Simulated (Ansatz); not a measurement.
C:
Space group P4₂/mmc (No. 131); a = 2.5917 Å, b = 2.5917 Å, c = 5.9660 Å, α = 90.00°, β = 90.00°, γ = 90.00°

```csv
atom,site,symmetry,x,y,z
C,2e,-4m2,0.0000,0.0000,0.2500
C,4i,2mm.,0.5000,0.0000,0.1114
```

Relaxed at zero pressure with plane-wave PAW r²SCAN (Ansatz code).

### Question
The volume is raised by 6 % and shape and atoms relax at that volume. What pressure results, and how do the axes share the change?

### Answer
-17.1 GPa; a 2.3 %, b 2.3 %, c 1.3 %; the energy rises by 22 meV/atom.

### Question
Give the new structure.

### Answer

Space group P4₂/mmc (No. 131); a = b = 2.6514 Å, c = 6.0422 Å, α = β = γ = 90.00°

| atom | site | symmetry | x | y | z |
|---|---|---|---|---|---|
| C | 2e | -4m2 | 0.0000 | 0.0000 | 0.2500 |
| C | 4i | 2mm. | 0.5000 | 0.0000 | 0.1108 |

The phase is kept; no other phase was compared at this pressure.

Space group P4_2/mmc. The start of the workflow was typed in or built on a structure type; neither database checked (COD, Materials Project) lists it. It is not the phase usual at ambient conditions (space group No. 194, 227). The r²SCAN relaxation kept the symmetry of its start; its stability against distortions is not shown here.

Potentials: the earlier of the program's two PAW sets.
